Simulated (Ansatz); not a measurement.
SrHfO$_{3}$ in space group P4mm (No. 99; Sr on 1b, Hf on 1a, O on 2c, O on 1a) at seven volumes, LDA in the plane-wave PAW code Ansatz, shape and atoms relaxed at each. One row is withheld.

| V (Å³/atom) | P (GPa) |
|---|---|
| 12.295 | 20.12 |
| 12.700 | ? |
| 13.106 | 5.59 |
| 13.511 | -0.01 |
| 13.916 | -4.64 |
| 14.322 | -8.38 |
| 14.727 | -11.22 |

Problem. Fit the shown pressures and predict the withheld one.

Solution. P = (3/2)B₀(x^(7/2) − x^(5/2))[1 + (3/4)(B′ − 4)(x − 1)] with x = (V₀/V)^(2/3). Least squares on the six rows gives V₀ = 13.510 Å³/atom, B₀ = 166 GPa, B′ = 5.40. At V = 12.700, x = 1.0421 and P = 12.13 GPa. The run itself gave 12.28 GPa.

The workflow started from a Materials Project entry (that database holds measured and hypothetical structures alike); the Crystallography Open Database copy checked does not list it. COD files the formula under space group No. 62, 63, 221, so this cell is another polymorph or a model. Whether it is the stable phase at ambient conditions was not checked. Symmetry was held in the LDA relaxation. At this level the phase is dynamically unstable (imaginary phonons). The run is not spin-polarised. Spin–orbit coupling is left out wherever it is not named.

Potentials: the later of the program's two PAW sets.
